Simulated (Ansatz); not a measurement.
NaCl:
```xyz
2
Lattice="3.4471 0.0000 0.0000 0.0000 3.4471 0.0000 0.0000 0.0000 3.4471" Properties=species:S:1:pos:R:3 pbc="T T T"
Na     0.0000     0.0000     0.0000
Cl     1.7235     1.7235     1.7235
```

Relaxed with PBEsol. Special points in fractions of this cell's reciprocal vectors: Γ (0.000, 0.000, 0.000); X (0.000, 0.500, 0.000); M (0.500, 0.500, 0.000); R (0.500, 0.500, 0.500).

Question: List the band energies nearest the valence-band maximum at these points for the program Ansatz at the PBEsol level (PAW).

Answer: In eV from the valence-band maximum; about four levels below and three above (degenerate sets whole), none deeper than 8.9 eV; points with the same levels are listed once.

| k | below | above |
|---|---|---|
| Γ | -0.54 -0.54 -0.54 | 4.00 8.29 8.29 |
| X | -3.22 -0.28 -0.28 | 6.88 8.81 10.22 |
| M | -2.48 -2.48 0.00 | 5.39 9.76 11.18 11.18 |
| R | -2.03 -2.03 -2.03 | 6.92 6.92 6.92 |

Space group Pm-3m (CsCl type). This is a known high-pressure phase of the composition, computed here at zero pressure and temperature. The cell was relaxed with PBEsol under the symmetry of its start. At this level the phase is dynamically unstable (imaginary phonons).

Potentials: the earlier of the program's two PAW sets. The files were generated under PBE; for other functionals the program regenerates the frozen cores, and for LDA and PBEsol the local potential too.
